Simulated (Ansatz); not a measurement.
A relaxed cell of Bi2Te is given with its symmetry left out. It was relaxed at this level from a Materials Project cell.

These are results of DFT PBE, scalar-relativistic, plane waves, PAW in Ansatz, not measurements. Cutoff 420 eV, Γ-centred mesh, Gaussian smearing, no spin polarisation.

```
Bi Te
1.0
    -4.17328    4.17328    3.10791
     4.17328   -4.17328    3.10791
     4.17328    4.17328   -3.10791
Bi Te
4 2
Direct
  0.37500 0.62500 0.75000
  0.87500 0.62500 0.25000
  0.37500 0.12500 0.75000
  0.37500 0.62500 0.25000
  0.00000 0.00000 0.00000
  0.75000 0.25000 0.50000
```

The zero of energy is the elements' standard structures at the same level; no fitted shifts are applied.

(1) What space group does it have?

(2) What is its formation energy per atom?

(3) Is it a metal?

Answers

(1) I4_1/amd (No. 141). Conventional cell: a = 8.347 Å, c = 6.216 Å. Around Bi lie 2 Te at 3.13 Å and 4 Bi at 3.34 Å; around Te lie 4 Bi at 3.13 Å.

(2) −0.05 eV/atom. A negative formation energy is needed for stability but isn't enough: competing phases decide.

(3) Yes, bands cross the Fermi level on the 8×8×8 mesh.

The last run used an 8×8×8 mesh for its 6-atom cell and Gaussian smearing of 0.10 eV. These runs have no spin–orbit coupling, which can matter for Bi and Te. The reference form of Te is held partly by dispersion forces, which this level lacks. Symmetry constrained the relaxation, so the result can be a saddle point.
